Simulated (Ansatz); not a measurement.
Data:

Ta2BN:
```
CELL_PARAMETERS angstrom
      1.58013     0.91229     5.18288
     -1.58013     0.91229     5.18288
      0.00000    -1.82457     5.18288
ATOMIC_POSITIONS crystal
  Ta 0.74762 0.74762 0.74762
  Ta 0.25238 0.25238 0.25238
  N  0.50000 0.50000 0.50000
  B  0.00000 0.00000 0.00000
```

This is the PBEsol-relaxed structure.

**Question.** All from the program Ansatz at the PBEsol level (PAW), unless another level is named. Estimate the highest zone-centre frequency.

**Answer.** 21.73 THz.

**Question.** What about the bulk modulus (Birch–Murnaghan fit)?

**Answer.** 3010 kbar.

Space group R-3m. The start of the workflow was typed in or built on a structure type; neither database checked (COD, Materials Project) lists it. Whether it is the stable phase at ambient conditions was not checked. Symmetry was held in the PBEsol relaxation; its stability against distortions is not shown here. No spin polarisation was allowed. As this level gives no gap, phonon frequencies hold no LO–TO term and depend on the k-mesh and smearing (Fermi–Dirac, 0.1 eV here). Scalar-relativistic: spin–orbit coupling is off unless named, which matters more the heavier the elements.

Potentials: the earlier of the program's two PAW sets. The files were generated under PBE; for other functionals the program regenerates the frozen cores, and for LDA and PBEsol the local potential too.
